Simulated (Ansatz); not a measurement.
The relaxed structure here is a generated cell of La2O3: the first start was made by a random draw of sites in a space group, and the end was not matched to a known phase here, so it may be hypothetical. Known forms of La2O3 include space group No. 164.

One starting cell of La2O3 (a randomly generated symmetric cell of La2O3 (space group No. 194)) was relaxed twice with Ansatz (plane waves, PAW, scalar-relativistic): with r2SCAN at 500 eV and with PBE at 420 eV. The r2SCAN result:

La2O3 is taken in the hexagonal space group P6₃/mmc (No. 194), Pearson symbol hP10. Lattice parameters: a = 3.903 Å, b = 3.903 Å, c = 12.034 Å, α = 90.00°, β = 90.00°, γ = 120.00°. La1 on 2a sees 6 O at 2.496 Å and 2 O at 3.009 Å (cubic). La2 on 2c has 3 O at 2.254 Å and 6 O at 2.971 Å. O1 on 2b is coordinated by 3 La at 2.254 Å and 2 La at 3.009 Å (trigonal bipyramidal). O2 on 4f is surrounded by 3 La at 2.496 Å and 3 La at 2.971 Å (octahedral). (Neighbours: up to the widest gap in distance over summed covalent radii, below 1.35, at either atom; cation-cation and far metal-metal contacts left out.)

| quantity | r2SCAN | PBE |
|---|---|---|
| space group | P6₃/mmc | P6₃/mmc |
| volume (Å³/atom) | 15.88 | … |
| a (Å) | 3.903 | … |
| c (Å) | 12.034 | … |
| gap (eV, no spin-orbit coupling) | 3.97 | … |

### Question
Fill in the PBE column.

### Answer

- volume (Å³/atom), PBE: 16.26
- a (Å), PBE: 3.904
- c (Å), PBE: 12.320
- gap (eV, no spin-orbit coupling), PBE: 3.50

Both levels end in the same structure; PBE's volume is 2.4 % larger; its gap is 0.47 eV smaller. Neither column is exact.

No spin polarisation in the result.

The run could not lose the symmetry of its start, so the end can be a saddle point.

Ansatz is a program for electronic structure.
